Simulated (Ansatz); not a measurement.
Relaxed-ion elastic tensor of Mg (simple hexagonal, P6/mmm) in GPa (Voigt order), r²SCAN (plane waves, PAW; program Ansatz); density 1.62 g/cm³, 24.95 Å³ per atom.

```
 74.8   25.4    2.9    0.0    0.0    0.0
 25.4   74.8    2.9    0.0    0.0    0.0
  2.9    2.9   63.1    0.0    0.0    0.0
  0.0    0.0    0.0  -15.8    0.0    0.0
  0.0    0.0    0.0    0.0  -15.8    0.0
  0.0    0.0    0.0    0.0    0.0   24.7
```

Question: Is the crystal mechanically stable?

Answer: No: the smallest eigenvalue of C is -15.8 GPa.

The first step of the workflow began from a Materials Project structure, measured or hypothetical; the Crystallography Open Database copy checked does not list it. It is not the phase usual at ambient conditions (space group No. 194). The r²SCAN relaxation kept the symmetry of its start. At this level the phase is mechanically unstable. As this level gives no gap, shear constants depend on the k-mesh and smearing (Fermi–Dirac, 0.1 eV here).

Potentials: the later of the program's two PAW sets.
